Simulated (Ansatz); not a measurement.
SnSe:
```cif
data_Se4Sn4
_chemical_formula_sum 'Sn4 Se4'
_space_group_name_H-M_alt 'P 1'
_space_group_IT_number 1
_cell_length_a 11.67329
_cell_length_b 4.12266
_cell_length_c 4.65041
_cell_angle_alpha 90.000
_cell_angle_beta 90.000
_cell_angle_gamma 90.000
loop_
_space_group_symop_operation_xyz
  'x, y, z'
loop_
_atom_site_label
_atom_site_type_symbol
_atom_site_fract_x
_atom_site_fract_y
_atom_site_fract_z
_atom_site_occupancy
Sn1 Sn 0.12090 0.25000 0.12286 1
Sn2 Sn 0.37910 0.75000 0.62286 1
Sn3 Sn 0.87910 0.75000 0.87714 1
Sn4 Sn 0.62090 0.25000 0.37714 1
Se1 Se 0.85278 0.25000 0.48553 1
Se2 Se 0.64722 0.75000 0.98553 1
Se3 Se 0.14722 0.75000 0.51447 1
Se4 Se 0.35278 0.25000 0.01447 1
```

Relaxed with r²SCAN+D4. r²SCAN+D4 in the plane-wave PAW code Ansatz gives a gap of 0.98 eV.

**Question.** What gap does HSE06 give on the same cell (Ansatz, PAW)?

**Answer.** 1.13 eV, 0.15 eV more. The hybrid was solved on a coarser mesh and at special points; its gap is the smallest among all of these.

Cost on shared cores: the r²SCAN+D4 run (SCF on a 3×7×6 mesh, then bands and DOS) about 9 core-minutes (a rough figure), the HSE06 run (SCF on 2×4×4, then a few points) about 5 core-minutes (a rough figure); the tasks are unlike.

Space group Pnma. The r²SCAN+D4 relaxation kept the symmetry of its start. Scalar-relativistic: spin–orbit coupling is off unless named, which matters more the heavier the elements.

Potentials: the later of the program's two PAW sets.
